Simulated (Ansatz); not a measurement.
Al2Cu (Al2Cu type, space group I4/mcm)

```yaml
crystal:
  lattice:
    - [-3.00291, 3.00291, 2.39485]
    - [3.00291, -3.00291, 2.39485]
    - [3.00291, 3.00291, -2.39485]
  atoms:
    - { symbol: Al, position: [0.65905, 0.15905, 0.81810] }
    - { symbol: Al, position: [0.84095, 0.65905, 0.50000] }
    - { symbol: Al, position: [0.15905, 0.34095, 0.50000] }
    - { symbol: Al, position: [0.34095, 0.84095, 0.18190] }
    - { symbol: Cu, position: [0.25000, 0.25000, 0.00000] }
    - { symbol: Cu, position: [0.75000, 0.75000, 0.00000] }
```

The volume is varied about the relaxed value V₀ at fixed cell shape. The atoms relax within the cell's symmetry.

Level of theory: r2SCAN (plane waves to 500 eV, PAW, scalar-relativistic; Ansatz, a program for electronic structure). k mesh 12×12×12 (Γ-centred), Fermi-Dirac smearing 0.05 eV. The energy includes the smearing's −TS. Compression counts positive. Al2Cu is run without spin polarisation. Al2Cu was relaxed with its symmetry unable to fall. The zero of ΔE is the relaxed starting cell.

```tsv
V/V₀	ΔE (kJ/mol of atoms)	P (GPa)
0.840	17.4	29.3
0.867	11.4	22.5
0.893	6.9	16.6
0.920	3.7	?
0.947	1.6	?
0.973	0.4	3.3
1.000	0.0	0.0
1.027	0.3	-2.8
1.053	1.3	-5.3
1.080	2.7	-7.3
1.107	4.6	-9.1
1.133	6.9	-10.7
1.160	9.6	-12.0
```

Q: Complete the blanks.

A: 
- 0.920, P (GPa): 11.5
- 0.947, P (GPa): 7.1

(A scan under strain: stresses follow from slopes of the energy per volume, elastic moduli from its curvatures.)
